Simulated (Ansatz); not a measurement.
Ansatz (a quantum-chemistry and plane-wave program) input:

Ansatz 0.2 input:
```yaml
crystal:
  lattice:
    - [3.9933364833, -2.1466852804, 0.0]
    - [3.9933364833, 2.1466852804, 0.0]
    - [0.0, 0.0, 8.3355405266]
  atoms:
    - { symbol: Cl, position: [0.8864547189, 0.1135452811, 0.6065287901] }
    - { symbol: Cl, position: [0.1135452811, 0.8864547189, 0.3934712099] }
    - { symbol: Cl, position: [0.6135452811, 0.3864547189, 0.1065287901] }
    - { symbol: Cl, position: [0.3864547189, 0.6135452811, 0.8934712099] }
kpoints:
  mp_grid: { grid: [7, 7, 4] }
hamiltonian:
  xc: pbe
  pseudopotentials: { kind: paw }
scf:
  occupations: { method: fixed }
elastic: { mode: relaxed_ion, stencil: two_point, amplitude: 0.005, f_tol: 0.0005 }
```

Output (shortened):

```
Pseudopotential: Cl, paw, valence charge 7
Functional definition: PBE
Crystal: 4 atoms, lattice volume = 142.912 Å³
Basis set: ecut = 420 eV, 2789 PW (Γ), exchange–correlation on 64×64×120 points (8 copies of the dense FFT grid, shifted against one another)
Bands: 18, of which v1, the nominal top of the filled ones, is band 14 counted from 1 (13 counted from 0)
Symmetry: 8 space group operations
Space group: Cmce (ITA 64), of the structure as read, at distance tolerance 5.2e-5 Å
k-points: 48 of 196
SCF 1 converged in 10 iterations: F = -4317.992213 eV  dr2 = 7.40e-15
Crystal: 4 atoms, lattice volume = 142.197 Å³
Basis set: ecut = 420 eV, 2785 PW (Γ), exchange–correlation on 64×64×120 points (8 copies of the dense FFT grid, shifted against one another)
SCF 2 converged in 10 iterations: F = -4317.992195 eV  dr2 = 3.62e-14
relax step   1: F+E_penalty+E_count = -4317.99219547 eV  Δ(F+E_penalty+E_count) = +0.000e0 eV  max|allowed force component| = 4.210e-4 eV/Å  Δτ_max = 0.0000 Å  (10 SCF iters, accepted)
Crystal: 4 atoms, lattice volume = 142.197 Å³
SCF 3 converged in 5 iterations: F = -4317.992195 eV  dr2 = 9.59e-15
Crystal: 4 atoms, lattice volume = 143.626 Å³
Basis set: ecut = 420 eV, 2805 PW (Γ), exchange–correlation on 64×64×120 points (8 copies of the dense FFT grid, shifted against one another)
SCF 4 converged in 10 iterations: F = -4317.992201 eV  dr2 = 2.76e-14
relax step   1: F+E_penalty+E_count = -4317.99220093 eV  Δ(F+E_penalty+E_count) = +0.000e0 eV  max|allowed force component| = 3.513e-4 eV/Å  Δτ_max = 0.0000 Å  (10 SCF iters, accepted)
Crystal: 4 atoms, lattice volume = 143.626 Å³
SCF 5 converged in 5 iterations: F = -4317.992201 eV  dr2 = 2.03e-14
Crystal: 4 atoms, lattice volume = 142.197 Å³
SCF 6 converged in 10 iterations: F = -4317.992045 eV  dr2 = 2.00e-14
relax step   1: F+E_penalty+E_count = -4317.99204514 eV  Δ(F+E_penalty+E_count) = +0.000e0 eV  max|allowed force component| = 3.666e-2 eV/Å  Δτ_max = 0.0000 Å  (10 SCF iters, accepted)
Crystal: 4 atoms, lattice volume = 142.197 Å³
SCF 7 converged in 8 iterations: F = -4317.992157 eV  dr2 = 4.40e-15
relax step   2: F+E_penalty+E_count = -4317.99215681 eV  Δ(F+E_penalty+E_count) = -1.117e-4 eV  max|allowed force component| = 6.843e-3 eV/Å  Δτ_max = 0.0011 Å  (8 SCF iters, accepted)
Crystal: 4 atoms, lattice volume = 142.197 Å³
SCF 8 converged in 7 iterations: F = -4317.992161 eV  dr2 = 1.40e-14
relax step   3: F+E_penalty+E_count = -4317.99216087 eV  Δ(F+E_penalty+E_count) = -4.054e-6 eV  max|allowed force component| = 6.242e-5 eV/Å  Δτ_max = 0.0003 Å  (7 SCF iters, accepted)
Crystal: 4 atoms, lattice volume = 142.197 Å³
SCF 9 converged in 5 iterations: F = -4317.992161 eV  dr2 = 5.57e-14
Crystal: 4 atoms, lattice volume = 143.626 Å³
Basis set: ecut = 420 eV, 2825 PW (Γ), exchange–correlation on 64×64×120 points (8 copies of the dense FFT grid, shifted against one another)
SCF 10 converged in 10 iterations: F = -4317.992036 eV  dr2 = 1.49e-14
relax step   1: F+E_penalty+E_count = -4317.99203590 eV  Δ(F+E_penalty+E_count) = +0.000e0 eV  max|allowed force component| = 3.644e-2 eV/Å  Δτ_max = 0.0000 Å  (10 SCF iters, accepted)
Crystal: 4 atoms, lattice volume = 143.626 Å³
SCF 11 converged in 8 iterations: F = -4317.992152 eV  dr2 = 8.41e-15
relax step   2: F+E_penalty+E_count = -4317.99215240 eV  Δ(F+E_penalty+E_count) = -1.165e-4 eV  max|allowed force component| = 6.351e-5 eV/Å  Δτ_max = 0.0014 Å  (8 SCF iters, accepted)
Crystal: 4 atoms, lattice volume = 143.626 Å³
SCF 12 converged in 5 iterations: F = -4317.992152 eV  dr2 = 4.03e-14
Crystal: 4 atoms, lattice volume = 142.197 Å³
SCF 13 converged in 10 iterations: F = -4317.990993 eV  dr2 = 7.45e-15
relax step   1: F+E_penalty+E_count = -4317.99099289 eV  Δ(F+E_penalty+E_count) = +0.000e0 eV  max|allowed force component| = 1.103e-1 eV/Å  Δτ_max = 0.0000 Å  (10 SCF iters, accepted)
Crystal: 4 atoms, lattice volume = 142.197 Å³
SCF 14 converged in 8 iterations: F = -4317.992054 eV  dr2 = 3.71e-14
relax step   2: F+E_penalty+E_count = -4317.99205399 eV  Δ(F+E_penalty+E_count) = -1.061e-3 eV  max|allowed force component| = 1.999e-2 eV/Å  Δτ_max = 0.0041 Å  (8 SCF iters, accepted)
Crystal: 4 atoms, lattice volume = 142.197 Å³
SCF 15 converged in 8 iterations: F = -4317.992100 eV  dr2 = 4.18e-14
relax step   3: F+E_penalty+E_count = -4317.99209967 eV  Δ(F+E_penalty+E_count) = -4.568e-5 eV  max|allowed force component| = 4.818e-4 eV/Å  Δτ_max = 0.0016 Å  (8 SCF iters, accepted)
Crystal: 4 atoms, lattice volume = 142.197 Å³
SCF 16 converged in 5 iterations: F = -4317.992100 eV  dr2 = 3.66e-14
Crystal: 4 atoms, lattice volume = 143.626 Å³
SCF 17 converged in 10 iterations: F = -4317.991019 eV  dr2 = 1.08e-14
relax step   1: F+E_penalty+E_count = -4317.99101867 eV  Δ(F+E_penalty+E_count) = +0.000e0 eV  max|allowed force component| = 1.068e-1 eV/Å  Δτ_max = 0.0000 Å  (10 SCF iters, accepted)
Crystal: 4 atoms, lattice volume = 143.626 Å³
SCF 18 converged in 9 iterations: F = -4317.992103 eV  dr2 = 1.41e-14
relax step   2: F+E_penalty+E_count = -4317.99210327 eV  Δ(F+E_penalty+E_count) = -1.085e-3 eV  max|allowed force component| = 4.467e-3 eV/Å  Δτ_max = 0.0057 Å  (9 SCF iters, accepted)
Crystal: 4 atoms, lattice volume = 143.626 Å³
SCF 19 converged in 7 iterations: F = -4317.992105 eV  dr2 = 6.39e-15
relax step   3: F+E_penalty+E_count = -4317.99210498 eV  Δ(F+E_penalty+E_count) = -1.705e-6 eV  max|allowed force component| = 6.352e-5 eV/Å  Δτ_max = 0.0002 Å  (7 SCF iters, accepted)
Crystal: 4 atoms, lattice volume = 143.626 Å³
SCF 20 converged in 5 iterations: F = -4317.992105 eV  dr2 = 5.16e-14
Crystal: 4 atoms, lattice volume = 142.911 Å³
Basis set: ecut = 420 eV, 2797 PW (Γ), exchange–correlation on 64×64×120 points (8 copies of the dense FFT grid, shifted against one another)
Symmetry: 4 space group operations
k-points: 60 of 196
SCF 21 converged in 10 iterations: F = -4317.991823 eV  dr2 = 6.76e-14
relax step   1: F+E_penalty+E_count = -4317.99182318 eV  Δ(F+E_penalty+E_count) = +0.000e0 eV  max|allowed force component| = 6.229e-2 eV/Å  Δτ_max = 0.0000 Å  (10 SCF iters, accepted)
Crystal: 4 atoms, lattice volume = 142.911 Å³
SCF 22 converged in 9 iterations: F = -4317.992145 eV  dr2 = 1.67e-14
relax step   2: F+E_penalty+E_count = -4317.99214534 eV  Δ(F+E_penalty+E_count) = -3.222e-4 eV  max|allowed force component| = 1.000e-2 eV/Å  Δτ_max = 0.0020 Å  (9 SCF iters, accepted)
Crystal: 4 atoms, lattice volume = 142.911 Å³
SCF 23 converged in 10 iterations: F = -4317.992118 eV  dr2 = 7.77e-15
relax step   3: F+E_penalty+E_count = -4317.99211812 eV  Δ(F+E_penalty+E_count) = +2.721e-5 eV  max|allowed force component| = 1.463e-2 eV/Å  Δτ_max = 0.0052 Å  (10 SCF iters, rejected (line search))
Crystal: 4 atoms, lattice volume = 142.911 Å³
SCF 24 converged in 9 iterations: F = -4317.992161 eV  dr2 = 3.94e-14
relax step   4: F+E_penalty+E_count = -4317.99216127 eV  Δ(F+E_penalty+E_count) = -1.594e-5 eV  max|allowed force component| = 1.658e-4 eV/Å  Δτ_max = 0.0015 Å  (9 SCF iters, accepted)
Crystal: 4 atoms, lattice volume = 142.911 Å³
SCF 25 converged in 5 iterations: F = -4317.992161 eV  dr2 = 2.84e-14
Crystal: 4 atoms, lattice volume = 142.911 Å³
SCF 26 converged in 10 iterations: F = -4317.991823 eV  dr2 = 6.84e-14
relax step   1: F+E_penalty+E_count = -4317.99182318 eV  Δ(F+E_penalty+E_count) = +0.000e0 eV  max|allowed force component| = 6.229e-2 eV/Å  Δτ_max = 0.0000 Å  (10 SCF iters, accepted)
Crystal: 4 atoms, lattice volume = 142.911 Å³
SCF 27 converged in 9 iterations: F = -4317.992161 eV  dr2 = 5.99e-14
relax step   2: F+E_penalty+E_count = -4317.99216118 eV  Δ(F+E_penalty+E_count) = -3.380e-4 eV  max|allowed force component| = 9.257e-4 eV/Å  Δτ_max = 0.0030 Å  (9 SCF iters, accepted)
Crystal: 4 atoms, lattice volume = 142.911 Å³
SCF 28 converged in 6 iterations: F = -4317.992161 eV  dr2 = 8.39e-14
relax step   3: F+E_penalty+E_count = -4317.99216128 eV  Δ(F+E_penalty+E_count) = -1.018e-7 eV  max|allowed force component| = 6.007e-5 eV/Å  Δτ_max = 0.0001 Å  (6 SCF iters, accepted)
Crystal: 4 atoms, lattice volume = 142.911 Å³
SCF 29 converged in 5 iterations: F = -4317.992161 eV  dr2 = 6.70e-15
Crystal: 4 atoms, lattice volume = 142.911 Å³
SCF 30 converged in 10 iterations: F = -4317.992211 eV  dr2 = 2.47e-15
relax step   1: F+E_penalty+E_count = -4317.99221074 eV  Δ(F+E_penalty+E_count) = +0.000e0 eV  max|allowed force component| = 9.328e-5 eV/Å  Δτ_max = 0.0000 Å  (10 SCF iters, accepted)
Crystal: 4 atoms, lattice volume = 142.911 Å³
SCF 31 converged in 5 iterations: F = -4317.992211 eV  dr2 = 6.85e-14
Crystal: 4 atoms, lattice volume = 142.911 Å³
SCF 32 converged in 10 iterations: F = -4317.992211 eV  dr2 = 2.54e-15
relax step   1: F+E_penalty+E_count = -4317.99221074 eV  Δ(F+E_penalty+E_count) = +0.000e0 eV  max|allowed force component| = 9.328e-5 eV/Å  Δτ_max = 0.0000 Å  (10 SCF iters, accepted)
Crystal: 4 atoms, lattice volume = 142.911 Å³
SCF 33 converged in 5 iterations: F = -4317.992211 eV  dr2 = 6.80e-14
Crystal: 4 atoms, lattice volume = 142.911 Å³
k-points: 75 of 196
SCF 34 converged in 10 iterations: F = -4317.992210 eV  dr2 = 4.55e-15
relax step   1: F+E_penalty+E_count = -4317.99220986 eV  Δ(F+E_penalty+E_count) = +0.000e0 eV  max|allowed force component| = 1.406e-4 eV/Å  Δτ_max = 0.0000 Å  (10 SCF iters, accepted)
Crystal: 4 atoms, lattice volume = 142.911 Å³
SCF 35 converged in 5 iterations: F = -4317.992210 eV  dr2 = 5.58e-14
Crystal: 4 atoms, lattice volume = 142.911 Å³
SCF 36 converged in 10 iterations: F = -4317.992210 eV  dr2 = 4.97e-15
relax step   1: F+E_penalty+E_count = -4317.99220986 eV  Δ(F+E_penalty+E_count) = +0.000e0 eV  max|allowed force component| = 1.406e-4 eV/Å  Δτ_max = 0.0000 Å  (10 SCF iters, accepted)
Crystal: 4 atoms, lattice volume = 142.911 Å³
SCF 37 converged in 5 iterations: F = -4317.992210 eV  dr2 = 5.28e-14
SCF converged after 10 iterations
Free energy (F): -4317.992213 eV
Harris-Foulkes:  -4317.992213 eV  (|F-HF|=1.82e-12)
Internal energy: -4317.992213 eV  (E = F + TS)
E sigma→0 (E₀):  -4317.992213 eV
Fermi energy:    -1.017028 eV
--- Per-component energies (eV) ---
  E_band       = -189.001081
  E_kinetic    = 637.732275
  E_local      = -1340.562327  (includes V_loc(G=0)·N_el)
  E_nonlocal   = 114.610586
  E_hartree    = 433.723701
  E_xc         = -424.155759
  E_vxc        = -482.111261  (∫ρ·V_xc dr)
  E_paw        = -2635.791054  (= ΣΔE_a)
  E_vpaw       = 13.881877  (= ΣTr[D̂ρ^β])
  E_aug_tail   = 0.000369  (compensation charges beyond the density's cutoff)
  E_ewald      = -1103.550002
  E_smearing   =  0.000000  (= −TS)
  E_closure    =  0.000000  (closes the sum)
  Σ components = -4317.992213   (vs F -4317.992213, Δ=0.00e0)
--- Forces (eV/Å), atoms counted from 1 ---
  atom   1  Cl     0.00000000    -0.00004344    -0.00002558
  atom   2  Cl     0.00000000     0.00004344     0.00002558
  atom   3  Cl     0.00000000     0.00004344    -0.00002558
  atom   4  Cl     0.00000000    -0.00004344     0.00002558
  max |Σ_I F_I| component: 8.67e-19 eV/Å
--- Stress (GPa, compression-positive) ---
        0.000596       0.000000       0.000000
        0.000000      -0.001263       0.000000
        0.000000       0.000000      -0.000107
  P = ⅓ Tr σ = -0.0003 GPa (-0.003 kbar)
--- Band table (eV; the first three rows and the last of 48) ---
  k-point 0: bands = ["-17.5005", "-17.2744", "-13.7013", "-13.0734", "-6.3890", "-5.3970", "-3.7586", "-3.7198", "-3.5461", "-3.5202", "-1.8216", "-1.3841", "-1.2244", "-1.0170", "1.2820", "2.0247", "5.1400", "5.9796"]
  k-point 1: bands = ["-17.4703", "-17.3107", "-13.6108", "-13.1678", "-6.2596", "-5.5705", "-3.7275", "-3.6547", "-3.5597", "-3.5015", "-1.7920", "-1.3504", "-1.3261", "-1.0672", "1.3664", "1.8839", "5.3130", "5.9402"]
  k-point 2: bands = ["-17.3935", "-17.3935", "-13.3913", "-13.3913", "-5.9343", "-5.9343", "-3.6477", "-3.6477", "-3.5282", "-3.5282", "-1.6170", "-1.6170", "-1.1928", "-1.1928", "1.5986", "1.5986", "5.6769", "5.6769"]
  k-point 47: bands = ["-17.3517", "-17.3517", "-13.3765", "-13.3765", "-5.9341", "-5.9341", "-4.1242", "-4.1242", "-3.7348", "-3.7348", "-1.5424", "-1.5424", "-1.4246", "-1.4246", "1.6616", "1.6616", "7.9268", "7.9268"]
--- Elastic constants: 6 strain directions × 2 members + reference (group order 8) ---
  dense FFT box of the reference and of every strained cell: 32×32×60
  strains applied: 11, 22, 33, 23, 13, 12; error gains …
  C = ∂σ_k/∂η_j (tension-positive GPa; Voigt order 11 22 33 23 13 12):
         1.352      0.567      0.304      0.000      0.000      0.000
         0.566      5.080      3.411      0.000      0.000      0.000
         0.304      3.409      9.906      0.000      0.000      0.000
         0.000      0.000      0.000      4.629      0.000      0.000
         0.000      0.000      0.000      0.000      0.165      0.000
         0.000      0.000      0.000      0.000      0.000      0.297
  reference stress σ⁰ (GPa):     -0.001      0.001      0.000      0.000      0.000      0.000
  moduli (Voigt/Reuss/Hill, GPa): K = 2.77/1.21/1.99   G = 1.82/0.44/1.13   E = 2.85   ν = 0.261
  mechanically stable: yes (min eigenvalue of sym C = 0.16 GPa)
  strain η (Voigt 11):  stress-route row diagonal C_11 = 1.35 GPa, energy-path curvature d²(F+E_count+ΔE)/dδ²/Ω₀ = 1.35 GPa
         δ    σ_11 (GPa)             F (eV)   n_scf  n_hpsi   n_pw
    -5.000e-3      -0.0076       -4317.9921955       5   12497   2806   relax 1 steps, max|allowed force component| 4.21e-4 eV/Å
     5.000e-3       0.0059       -4317.9922009       5   12451   2830   relax 1 steps, max|allowed force component| 3.51e-4 eV/Å
  strain η (Voigt 22):  stress-route row diagonal C_22 = 5.08 GPa, energy-path curvature d²(F+E_count+ΔE)/dδ²/Ω₀ = 5.08 GPa
         δ    σ_22 (GPa)             F (eV)   n_scf  n_hpsi   n_pw
    -5.000e-3      -0.0250       -4317.9921609       5   12331   2798   relax 3 steps, max|allowed force component| 6.24e-5 eV/Å
     5.000e-3       0.0258       -4317.9921524       5   12393   2828   relax 2 steps, max|allowed force component| 6.35e-5 eV/Å
  strain η (Voigt 33):  stress-route row diagonal C_33 = 9.91 GPa, energy-path curvature d²(F+E_count+ΔE)/dδ²/Ω₀ = 9.92 GPa
         δ    σ_33 (GPa)             F (eV)   n_scf  n_hpsi   n_pw
    -5.000e-3      -0.0510       -4317.9920997       5   12356   2798   relax 3 steps, max|allowed force component| 4.82e-4 eV/Å
     5.000e-3       0.0480       -4317.9921050       5   12549   2832   relax 3 steps, max|allowed force component| 6.35e-5 eV/Å
  strain η (Voigt 23):  stress-route row diagonal C_44 = 4.63 GPa, energy-path curvature d²(F+E_count+ΔE)/dδ²/Ω₀ = 4.63 GPa
         δ    σ_23 (GPa)             F (eV)   n_scf  n_hpsi   n_pw
    -5.000e-3      -0.0231       -4317.9921613       5   15472   2815   relax 4 steps, max|allowed force component| 1.66e-4 eV/Å
     5.000e-3       0.0231       -4317.9921613       5   15463   2815   relax 3 steps, max|allowed force component| 6.01e-5 eV/Å
  strain η (Voigt 13):  stress-route row diagonal C_55 = 0.16 GPa, energy-path curvature d²(F+E_count+ΔE)/dδ²/Ω₀ = 0.16 GPa
         δ    σ_13 (GPa)             F (eV)   n_scf  n_hpsi   n_pw
    -5.000e-3      -0.0008       -4317.9922107       5   15369   2813   relax 1 steps, max|allowed force component| 9.33e-5 eV/Å
     5.000e-3       0.0008       -4317.9922107       5   15399   2813   relax 1 steps, max|allowed force component| 9.33e-5 eV/Å
  strain η (Voigt 12):  stress-route row diagonal C_66 = 0.30 GPa, energy-path curvature d²(F+E_count+ΔE)/dδ²/Ω₀ = 0.30 GPa
         δ    σ_12 (GPa)             F (eV)   n_scf  n_hpsi   n_pw
    -5.000e-3      -0.0015       -4317.9922099       5   19256   2816   relax 1 steps, max|allowed force component| 1.41e-4 eV/Å
     5.000e-3       0.0015       -4317.9922099       5   19296   2816   relax 1 steps, max|allowed force component| 1.41e-4 eV/Å
```

Cost: about 3 core-minutes (a rough figure) on shared cores.

The cell was relaxed with PBE under the symmetry of its start. The substance is a gas or liquid at ambient conditions; this is its low-temperature solid. The volume lies over 15 % above that of the usual cell of this phase: another minimum, or an error of the functional. A crystal of weakly bound molecules computed without a dispersion correction: the cell and the soft elastic constants depend strongly on that.

Potentials: the later of the program's two PAW sets.

Ansatz is a plane-wave DFT program.
